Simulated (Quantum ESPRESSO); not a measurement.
# Computed records: MgGa2GeO6 (made-up cell)

All values are calculated (Quantum ESPRESSO 7.5). Calculation on a made-up crystal cell, not a measurement, run twice, once with a planted mistake found by running each candidate: periodic Kohn-Sham density functional theory in plane waves with PseudoDojo standard norm-conserving scalar-relativistic pseudopotentials, each functional with its own files (v0.5 for PBE, v0.4.1 for LDA and PBEsol), no spin polarisation, no spin-orbit coupling, atoms not relaxed, stress positive in tension, energies less a fixed whole-eV offset for each atom's element; levels are Kohn-Sham levels at fractions of this cell's reciprocal vectors, counted from the reference band (half the neutral cell's valence electrons, rounded up) at Gamma; error bars cover cutoff and k-mesh only, not smearing or the files; each bar is the largest change over components, and at least 0.002 eV, 0.002 eV per angstrom or 0.02 GPa; a charged cell sits in a uniform background, with energy and stress on this program's zero of potential; no dispersion term; energies are for the whole cell, and the offsets were chosen from early runs and are not element reference energies; a distance is the largest change of any value in units of its error bar (the energy's for the smearing term), a scale change is of lengths, and a coarse mesh keeps the half-step shift.

Entry: MgGa2GeO6 (made-up cell)

Intended structure:
```
MgGa2GeO6
1.0
      2.6053     1.5196     4.6553
     -2.6605     1.5722     4.6693
      0.0180    -3.0404     4.6456
Mg Ga Ge O
1 2 1 6
Direct
  0.34702 0.34535 0.37291
  0.16615 0.14212 0.14709
  0.65424 0.63376 0.65606
  0.84393 0.84448 0.84237
  0.58324 0.95119 0.24002
  0.24991 0.55908 0.93022
  0.92533 0.24457 0.57922
  0.43077 0.01645 0.76502
  0.73636 0.44450 0.07638
  0.07295 0.74557 0.42371
```

- lattice type: corundum
- intended functional: pbe
- intended cutoff: 1143 eV
- intended fermi dirac smearing: 0.025 eV
- intended scf tolerance: 1e-07 eV
- intended electrons removed: 0
- healthy free energy less offsets: 5.916 eV
- healthy scf iterations: 13
- healthy smearing term minus ts: 0 eV
- healthy pressure: -16.98 GPa
- healthy stress xx: 17.94 GPa
- healthy stress yy: 20.58 GPa
- healthy stress zz: 12.41 GPa
- healthy stress yz: 0.68 GPa
- healthy stress xz: 0.16 GPa
- healthy stress xy: -1.52 GPa
- healthy reference band: 43
- faulty free energy less offsets: 6.038 eV
- faulty scf iterations: 13
- faulty smearing term minus ts: 0 eV
- faulty pressure: -16.96 GPa
- faulty stress xx: 19.79 GPa
- faulty stress yy: 21.03 GPa
- faulty stress zz: 10.06 GPa
- faulty stress yz: 1.93 GPa
- faulty stress xz: -0.41 GPa
- faulty stress xy: -2.16 GPa
- faulty reference band: 43
- candidate k points along each vector: 1
- candidate cutoff: 826 eV
- candidate smearing: 0.71 eV
- candidate functional: pbesol
- candidate scf tolerance: 0.05 eV
- candidate electrons removed: 1
- candidate scale change: -0.67 percent
- candidate first exchanged site: 1
- candidate second exchanged site: 4
- intended k mesh: 5 x 5 x 5, shifted by half a step
- structure shown: as intended, without the mistake
- fault kind: ?

Atoms:
```csv
atoms element,atom site,atom energy offset (eV)
Mg,1,-1617
Ga,2,-2080
Ga,3,-2080
Ge,4,-2430
O,5,-452
O,6,-452
O,7,-452
O,8,-452
O,9,-452
O,10,-452
```

Healthy forces:
```csv
site,x (eV/Å),y (eV/Å),z (eV/Å)
1,0.473,0.326,-0.029
2,-0.477,-0.247,-0.809
3,-0.427,-0.178,-0.895
4,0.567,-0.488,0.973
5,0.09,0.44,-1.8
6,-0.616,-0.482,-1.191
7,0.914,-0.185,-1.044
8,0.79,-0.01,2.111
9,0.615,2.306,1.138
10,-1.929,-1.483,1.546
```

Healthy levels:
```csv
level k point,next band up (eV)
Gamma,1.38
"(1/2,1/2,1/2)",3.134
"(0.15,0,0)",2.005
"(0,0.15,0)",2.008
"(0,0,0.15)",2.014
```

Faulty forces:
```csv
site,x (eV/Å),y (eV/Å),z (eV/Å)
1,0.764,0.884,-0.764
2,-0.42,0.086,-0.004
3,-0.511,-0.265,-1.57
4,0.325,-0.167,1.334
5,-1.867,-1.317,0.156
6,1.558,-1.211,0.214
7,0.353,2.139,0.858
8,-1.303,1.398,0.664
9,0.167,-0.696,-0.532
10,0.935,-0.852,-0.354
```

Faulty levels:
```csv
level k point,next band up (eV)
Gamma,1.147
"(1/2,1/2,1/2)",2.768
"(0.15,0,0)",1.775
"(0,0.15,0)",1.796
"(0,0,0.15)",1.773
```

Candidate mistake: coarse kmesh, low cutoff, wide smearing, wrong functional, loose scf, wrong charge, cell scaled, atoms exchanged

Question: MgGa2GeO6 (made-up cell): fault kind?
Answer: atoms exchanged

Further results for MgGa2GeO6 (made-up cell):

- other mistakes compared: 7
- distance from healthy: 407 error bars
- distance from nearest other mistake: 408.9 error bars
- healthy error bar energy: 0.002861 eV
- healthy error bar stress: 0.03915 GPa
- healthy error bar force: 0.007376 eV/Å
- healthy error bar next band up: 0.002 eV
